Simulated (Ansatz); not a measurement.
SiNi2:
```
SiNi2
1.0
    4.94747     0.00000     0.00000
    0.00000     3.69255     0.00000
    0.00000     0.00000     7.00232
Ni Si
8 4
Direct
  0.54213   0.25000   0.79490
  0.04213   0.25000   0.70510
  0.45787   0.75000   0.20510
  0.95787   0.75000   0.29490
  0.17020   0.25000   0.05994
  0.67020   0.25000   0.44006
  0.82980   0.75000   0.94006
  0.32980   0.75000   0.55994
  0.71119   0.25000   0.11467
  0.21119   0.25000   0.38533
  0.28881   0.75000   0.88533
  0.78881   0.75000   0.61467
```

Relaxed with r²SCAN. Special points in fractions of this cell's reciprocal vectors: Γ (0.000, 0.000, 0.000); X (0.500, 0.000, 0.000); S (0.500, 0.500, 0.000); Y (0.000, 0.500, 0.000); Z (0.000, 0.000, 0.500); U (0.500, 0.000, 0.500); R (0.500, 0.500, 0.500); T (0.000, 0.500, 0.500).

**Question.** List the band energies nearest the Fermi level at these points for DFT-r²SCAN in the program Ansatz with PAW potentials.

**Answer.** In eV from the Fermi level; about four levels below and three above (degenerate sets whole), none deeper than 8.9 eV; points with the same levels are listed once.

```
k                                below                above
-  -----------------------------------  -------------------
Γ              -1.00 -0.97 -0.65 -0.21       0.82 0.92 2.00
X              -1.14 -1.14 -0.98 -0.98  1.29 1.29 2.22 2.22
S              -0.81 -0.81 -0.81 -0.81  0.03 0.03 0.03 0.03
Y              -1.02 -1.02 -0.97 -0.97  0.80 0.80 1.43 1.43
Z  -1.14 -1.14 -1.13 -1.13 -0.42 -0.42  0.23 0.23 1.50 1.50
U              -0.99 -0.99 -0.61 -0.61  0.33 0.33 1.98 1.98
R              -0.75 -0.75 -0.75 -0.75  0.51 0.51 0.51 0.51
T              -0.44 -0.44 -0.37 -0.37  1.42 1.42 2.13 2.13
```

Space group Pnma. The r²SCAN relaxation kept the symmetry of its start. The workflow began spin-polarised and lost its moments.

Potentials: the later of the program's two PAW sets.
